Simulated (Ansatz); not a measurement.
## Fe$_{2}$TeO$_{6}$, several self-consistent solutions

```yaml
crystal:
  lattice:
    - [4.60570, 0.00000, 0.00000]
    - [0.00000, 4.60570, 0.00000]
    - [0.00000, 0.00000, 9.09230]
  atoms:
    - { symbol: Fe, position: [0.00000, 0.00000, 0.33680] }
    - { symbol: Fe, position: [0.50000, 0.50000, 0.83680] }
    - { symbol: Fe, position: [0.50000, 0.50000, 0.16320] }
    - { symbol: Fe, position: [0.00000, 0.00000, 0.66320] }
    - { symbol: Te, position: [0.00000, 0.00000, 0.00000] }
    - { symbol: Te, position: [0.50000, 0.50000, 0.50000] }
    - { symbol: O, position: [0.29370, 0.29370, 0.00000] }
    - { symbol: O, position: [0.20630, 0.79370, 0.50000] }
    - { symbol: O, position: [0.70630, 0.70630, 0.00000] }
    - { symbol: O, position: [0.79370, 0.20630, 0.50000] }
    - { symbol: O, position: [0.30970, 0.30970, 0.33460] }
    - { symbol: O, position: [0.19030, 0.80970, 0.83460] }
    - { symbol: O, position: [0.69030, 0.69030, 0.33460] }
    - { symbol: O, position: [0.80970, 0.19030, 0.83460] }
    - { symbol: O, position: [0.80970, 0.19030, 0.16540] }
    - { symbol: O, position: [0.69030, 0.69030, 0.66540] }
    - { symbol: O, position: [0.19030, 0.80970, 0.16540] }
    - { symbol: O, position: [0.30970, 0.30970, 0.66540] }
```

Method: r2SCAN with U_eff = 3.1 eV on Fe d (all-electron-ortho-atomic projectors) in Ansatz 0.2.0, PAW datasets, plane waves to 500 eV, 6×6×3 Γ-centred mesh, fermi-dirac occupations of width 0.050 eV. The atoms are fixed and numbered as listed; spin is collinear, without spin-orbit coupling.

Different starts of the self-consistent cycle ended in different solutions. Their moments in μB:

| state | Fe1 | Fe2 | Fe3 | Fe4 | other atoms together | size of the net moment a cell |
| --- | --- | --- | --- | --- | --- | --- |
| A | 4.01 | 4.01 | -4.01 | -4.01 | 0.00 | 0.00 |
| B | 4.04 | -4.04 | 4.04 | -4.04 | 0.00 | 0.00 |
| C | 4.05 | 4.05 | 4.05 | 4.05 | 2.23 | 20.00 |
| D | 4.04 | 4.02 | 4.05 | -4.01 | 1.11 | 10.00 |
| E | 4.02 | -4.02 | -4.02 | 4.02 | 0.00 | 0.00 |
| F | 0.00 | 0.00 | 0.00 | 0.00 | 0.00 | 0.00 |

Site moments are taken in small spheres that don't touch (radius about 0.4 of the atom's shortest bond), so those of the magnetic atoms read low, and they needn't add up to the net moment. State F was run without spin polarisation.

Task: What is the order in energy at zero smearing?

Result: State A (antiparallel, compensated) is lowest; E (antiparallel, compensated) lies 1.8 meV above it, D (antiparallel, not compensated) lies 9.4 meV above it, B (antiparallel, compensated) lies 16.0 meV above it, C (parallel moments) lies 20 meV above it, F (without moments) lies 568 meV above it, all counted an atom of the cell.

Task: Which states have a gap on the mesh, and what pressure does each exert on this cell?

Result: A: gap 2.37 eV, 1.8 GPa; B: gap 2.29 eV, 2.4 GPa; C: gap 1.55 eV, 2.5 GPa; D: gap 1.93 eV, 2.1 GPa; E: gap 2.15 eV, 1.8 GPa; F: no gap, -15.9 GPa (positive in compression). Moments take up room: without them the pressure is lower, so that state wants a smaller cell.

Task: What do states C and A say about the exchange?

Result: Between C and A the moments keep their size (4.05 against 4.01 μB in the mean), so the difference mostly measures the exchange between the flipped sites: the antiparallel order gains 90 meV for each Fe atom. The nearest flipped pair stands 2.97 Å apart. Flipped pairs are linked through O; the widest Fe–O–Fe angle among the nearer links is 129°, at 3.62 Å between the metal atoms.

Task: What does magnetism gain here?

Result: 568 meV an atom of the cell, or 2554 meV for each Fe atom, against state F, which has none. A run without spin would miss this and give wrong energies and forces. That state isn't the paramagnet, which keeps its moments, so this is no ordering energy, and a U raises it further by its penalty on part-filled orbitals.

Of 5 runs begun from atoms with typed moments, each in a different pattern, 1 ended in state A: one start isn't enough to call a state the ground state.

The cell is that of a Crystallography Open Database entry, unchanged.

Caveats: only orders that fit this cell and collinear spins were tried, so the true order may need a larger cell or canted moments; atoms and cell are not relaxed, and each state would relax in its own way; the U is a value in common use, not computed for this crystal; the k mesh is coarse, so differences of a few meV are uncertain where a state is a metal; one start a pattern, so a lower state of the same pattern may exist; the atoms stand off equilibrium, with forces up to 0.9 eV/Å.
